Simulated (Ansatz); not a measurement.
## SnClF: energy along a strain

SnClF, P4/nmm, a = 3.971 Å, c = 7.242 Å. The structure is a Materials Project entry; whether it is the stable form wasn't checked. Ansatz: PBEsol, PAW, 420 eV, Γ-centred 8×8×4 mesh on 6 atoms, Gaussian smearing 0.05 eV; no spin polarisation. Cell vectors (Å): 3.971 0.000 0.000; 0.000 3.971 0.000; 0.000 0.000 7.242. The cell is strained by x per cent times the pattern (0 0 1 0 0 0) in the order xx yy zz yz xz xy (engineering shears), with fractional coordinates held. y is the free energy over the start, V0 = 19.035 Å³/atom.

| x (%) | y (meV/atom) |
| --- | --- |
| -4.00 | 8.22 |
| -3.00 | 4.52 |
| -2.00 | ? |
| 0.00 | 0.00 |
| 1.00 | 0.50 |
| 3.00 | 4.15 |
| 4.00 | 7.21 |

**Question.** Fit y = c1 x + c2 x² + c3 x³ to the other rows, get the stiffness along the pattern, and predict the missing energy.

**Answer.** Least squares on the rows shown. y = 0.02279 x + 0.4821 x² − 0.009325 x³. The clamped-ion stiffness p·C·p = 2 × 4.821 eV × 160.2 / 19.035 Å³ = 81 GPa, which is C33 in these axes; c1 is there for the stress left in the start, which by itself gives a slope of 0.02 meV/atom per %. At x = -2.00 the fit asked for gives 1.96 meV/atom. The run gave 1.97 meV/atom, so the fit is 0.01 meV/atom too low, a small miss on the scale of the series.

Cost: 7 runs of about 2.4 core-minutes in all, on Intel Xeon Processor @ 2.50GHz (Skylake/Cascade Lake) (shared hosts).